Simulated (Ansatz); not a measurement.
Values for one crystal, relaxed and computed with plane-wave PAW LDA (Ansatz code); other levels are named.

| Property | Result |
|---|---|
| Volume per atom | 13.47 Å³ |
| Electronic character | metallic (no gap) |
| Bulk modulus (Birch–Murnaghan fit) | 386 GPa |
| Density of states at the Fermi level | 0.87 states/eV per atom (mean over ±0.08 eV) |
| Formation energy from the elements (no fitted shifts) | -0.011 eV/atom |
| Zone-centre stability | no imaginary mode at Γ |
| Pressure derivative B′ | 4.9 |

**Question.** Which compound is it?
A) HfRu, CsCl type
B) ZrRu, CsCl type
C) IrRu, R-3m (Ru on 3b, Ir on 3a)
D) PtAu, R-3m (Pt on 3b, Au on 3a)

**Answer.** C, IrRu, R-3m (Ru on 3b, Ir on 3a)

The first step of the workflow began from a Materials Project structure, measured or hypothetical; the Crystallography Open Database copy checked does not list it. With Ru and Ir taken as one species the cell has the higher symmetry Fm-3m, so it may be an ordered model of a mixed-site phase. Whether it is the stable phase at ambient conditions was not checked. Symmetry was held in the LDA relaxation. The run is not spin-polarised. The references are the lowest solids computed at this level, not always the standard phases. Spin–orbit coupling is left out wherever it is not named.

Potentials: the later of the program's two PAW sets.
